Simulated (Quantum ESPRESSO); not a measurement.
**Band energies of Ca3SbN**

```xyz
5
Lattice="4.8602 0.0000 0.0000 0.0000 4.8602 0.0000 0.0000 0.0000 4.8602" Properties=species:S:1:pos:R:3 pbc="T T T"
N      2.4301     2.4301     2.4301
Ca     0.0000     2.4301     2.4301
Ca     2.4301     0.0000     2.4301
Ca     2.4301     2.4301     0.0000
Sb     0.0000     0.0000     0.0000
```

norm-conserving PBEsol (Quantum ESPRESSO, 84 Ry, with spin-orbit coupling); path ΓXMΓRX,MR; energies in eV from the valence-band maximum.

```
k (1/Å)  point  band 50  band 51  band 52  band 53  band 54  band 55  band 56  band 57
-------  -----  -------  -------  -------  -------  -------  -------  -------  -------
0.00         Γ     0.00     0.28     0.28     0.28     0.28     1.43     1.43     1.44
0.22              -0.39     0.48     0.48     0.89     0.89     1.54     1.54     1.97
0.43              -0.91     0.97     0.97     1.63     1.63     1.81     1.81     3.00
0.65         X    -1.25     1.32     1.32     2.02     2.02     2.29     2.29     2.88
0.86              -1.32     1.63     1.63     2.16     2.16     2.69     2.69     2.90
1.08              -1.43     2.26     2.26     2.45     2.45     2.46     2.46     2.69
1.29         M    -1.46     1.99     1.99     2.62     2.62     2.62     2.62     2.95
1.48              -1.40     2.21     2.21     2.43     2.43     2.46     2.46     2.70
1.66              -1.17     1.60     1.60     2.12     2.12     2.50     2.50     2.68
2.02              -0.34     0.51     0.51     0.91     0.91     1.52     1.52     1.62
2.21         Γ     0.00     0.28     0.28     0.28     0.28     1.43     1.43     1.43
2.53              -0.72     1.17     1.17     1.21     1.21     1.95     1.95     2.08
2.69              -1.13     1.70     1.70     1.72     1.72     2.46     2.46     2.68
3.01              -1.72     2.24     2.24     2.24     2.24     2.25     2.25     3.05
3.17              -1.92     2.00     2.00     2.02     2.02     2.02     2.02     3.26
3.33         R    -2.03     1.92     1.92     1.92     1.92     1.92     1.92     3.34
3.51              -1.90     2.01     2.01     2.05     2.05     2.07     2.07     3.24
3.69              -1.65     2.21     2.21     2.38     2.38     2.42     2.42     2.82
4.06              -1.31     1.57     1.57     2.12     2.12     2.57     2.57     2.91
4.24         X    -1.25     1.32     1.32     2.02     2.02     2.29     2.29     2.88
4.24         M    -1.46     1.99     1.99     2.62     2.62     2.62     2.62     2.95
4.40              -1.56     2.04     2.04     2.55     2.55     2.55     2.55     3.01
4.56              -1.76     2.04     2.04     2.32     2.32     2.32     2.32     3.14
4.89         R    -2.03     1.92     1.92     1.92     1.92     1.92     1.92     3.34
```

The PBEsol gap is direct, 0.28 eV at Γ.

The cell is held in this high symmetry; tilts and polar distortions were not searched. So small a PBEsol gap in heavy elements may be inverted, where one-shot corrections to single bands mislead.

Geometry of the Materials Project entry, not relaxed at this level.

The structure is a Materials Project entry; no match was found in the copy of COD used, and its stability was not checked.
